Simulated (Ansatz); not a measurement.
## Equation of state of CaCu2Si2

A database entry relaxed whole under r2SCAN (I4/mmm):

```
Ca Si Cu
1.0
    -2.01866    2.01866    4.92754
     2.01866   -2.01866    4.92754
     2.01866    2.01866   -4.92754
Ca Si Cu
1 2 2
Direct
  0.00000 0.00000 0.00000
  0.37988 0.37988 0.00000
  0.62012 0.62012 0.00000
  0.75000 0.25000 0.50000
  0.25000 0.75000 0.50000
```

The cell was scaled uniformly, its shape held, and the atoms relaxed at each volume with plane-wave PAW DFT (Ansatz 0.2.0; r2SCAN, 500 eV, 11×11×11 Γ-centred mesh, fermi-dirac occupations of width 0.100 eV; no spin, no spin-orbit coupling). One row is withheld.

```tsv
volume (Å³/atom)	energy over the lowest (meV/atom)	pressure (GPa)
15.100	20.4	7.19
15.421	?	?
15.743	2.1	2.16
16.064	0.0	0.02
16.385	2.0	-1.89
16.706	7.6	-3.61
17.028	16.4	-5.15
```

**Question.** Fit the pressures of the other rows to the third-order Birch-Murnaghan form.

**Answer.** With f = [(V₀/V)^(2/3) − 1]/2 and P = 3B₀f(1 + 2f)^(5/2)[1 + 3(B₀′ − 4)f/2], least squares gives V₀ = 16.07 Å³ an atom, B₀ = 101 GPa and B₀′ = 4.4; the rows miss the fit by less than 0.01 GPa. The slope of the energies differs from these pressures by less than 0.05 GPa.

**Question.** What does the withheld row hold?

**Answer.** The fit gives 4.54 GPa at 15.421 Å³; the run gave 4.54 GPa and 8.7 meV an atom.

Caveats: the shape of the cell was held, so B₀ is an upper bound where the axes differ in stiffness; 0 K, fixed nuclei; the symmetry was kept, and this need not be the phase that is stable at 0 K; one mesh for all volumes; pressure is positive in compression.
